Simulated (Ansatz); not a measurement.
SrO:
```cif
data_O2Sr2
_chemical_formula_sum 'Sr2 O2'
_space_group_name_H-M_alt 'P63/mmc'
_space_group_IT_number 194
_space_group_name_Hall '-P 6c 2c'
_cell_length_a 4.27006
_cell_length_b 4.27006
_cell_length_c 5.14440
_cell_angle_alpha 90.000
_cell_angle_beta 90.000
_cell_angle_gamma 120.000
loop_
_atom_site_label
_atom_site_type_symbol
_atom_site_symmetry_multiplicity
_atom_site_Wyckoff_symbol
_atom_site_fract_x
_atom_site_fract_y
_atom_site_fract_z
_atom_site_occupancy
Sr1 Sr 2 d 0.66667 0.33333 0.25000 1
O1 O 2 c 0.33333 0.66667 0.25000 1
```

Relaxed with r²SCAN.

### Question
Tabulate the valence density and the electron localisation function along the shortest Sr–Sr contact (3.56 Å), r²SCAN (plane waves, PAW; program Ansatz).

### Answer


```csv
distance from Sr (Å),density (e/Å³),ELF
0.36,2.56,0.46
0.53,2.61,0.79
0.71,1.80,0.86
0.89,0.92,0.81
1.07,0.40,0.56
1.25,0.17,0.16
1.43,0.09,0.04
1.60,0.06,0.03
1.78,0.06,0.02
1.96,0.06,0.03
2.14,0.09,0.04
2.32,0.17,0.16
2.49,0.40,0.56
2.67,0.92,0.81
2.85,1.80,0.86
3.03,2.61,0.79
3.21,2.56,0.46
```

The density is the valence pseudo-density with augmentation charge, so density and ELF within about 1 Å of a nucleus are not all-electron values.

Space group P6_3/mmc. The workflow started from a Materials Project entry (that database holds measured and hypothetical structures alike); the Crystallography Open Database copy checked does not list it. It is not the phase usual at ambient conditions (space group No. 225). Symmetry was held in the r²SCAN relaxation; phonons on a q-mesh show no instability.

Potentials: the later of the program's two PAW sets.
